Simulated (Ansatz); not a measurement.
## Computed properties of Rh

Rh:
```cif
data_Rh8
_chemical_formula_sum 'Rh8'
_space_group_name_H-M_alt 'Fd-3m :1'
_space_group_IT_number 227
_space_group_name_Hall 'F 4d 2 3 -1d'
_cell_length_a 5.51211
_cell_length_b 5.51211
_cell_length_c 5.51211
_cell_angle_alpha 90.000
_cell_angle_beta 90.000
_cell_angle_gamma 90.000
loop_
_atom_site_label
_atom_site_type_symbol
_atom_site_symmetry_multiplicity
_atom_site_Wyckoff_symbol
_atom_site_fract_x
_atom_site_fract_y
_atom_site_fract_z
_atom_site_occupancy
Rh1 Rh 8 b 0.50000 0.50000 0.50000 1
```
(The calculation used a cell of 2 atoms; values per cell refer to that cell.)

Space group Fd-3m (No. 227), diamond; conventional cell a = 5.5121 Å, b = 5.5121 Å, c = 5.5121 Å, α = 90.00°, β = 90.00°, γ = 90.00°.

Method: the program Ansatz at the PBE level (PAW). Structure relaxed to zero pressure with the same functional. Other levels are named where they apply.

**Cell and energy**

```
Quantity             Result
---------------  ----------
Volume per atom    20.93 Å³
Density          8.16 g/cm³
```

**Electronic structure**

```
Item                                                                       Result
------------------------------------  -------------------------------------------
Electronic character                                            metallic (no gap)
Density of states at the Fermi level  1.8 states/eV per atom (mean over ±0.08 eV)
Gap with spin–orbit coupling                                      none (metallic)
```

**Mechanics**

```
Quantity                                                                Value
-------------------------------------  --------------------------------------
Bulk modulus (Birch–Murnaghan fit)                                  1290 kbar
Pressure derivative B′                                                    5.1
Elastic constants (relaxed ions, GPa)         C11 = 118, C12 = 134, C44 = 7.3
Mechanical stability                   unstable (C has a negative eigenvalue)
```

**Phonons**

```
Property                                       Result
-----------------------------  ----------------------
Highest zone-centre frequency                232 cm⁻¹
Zone-centre stability          no imaginary mode at Γ
```

A made-up cell: these elements were put on the sites of a structure type; neither database checked (COD, Materials Project) lists it. It is not the phase usual at ambient conditions (space group No. 225). The PBE relaxation kept the symmetry of its start. The run is not spin-polarised. As this level gives no gap, shear constants depend on the k-mesh and smearing (Fermi–Dirac, 0.1 eV here). As this level gives no gap, phonon frequencies hold no LO–TO term and depend on the k-mesh and smearing (Fermi–Dirac, 0.1 eV here). On the denser mesh and wider smearing of the elastic run this cell carries a stress of 0.3 GPa. Spin–orbit coupling is left out wherever it is not named.

Potentials: the later of the program's two PAW sets.
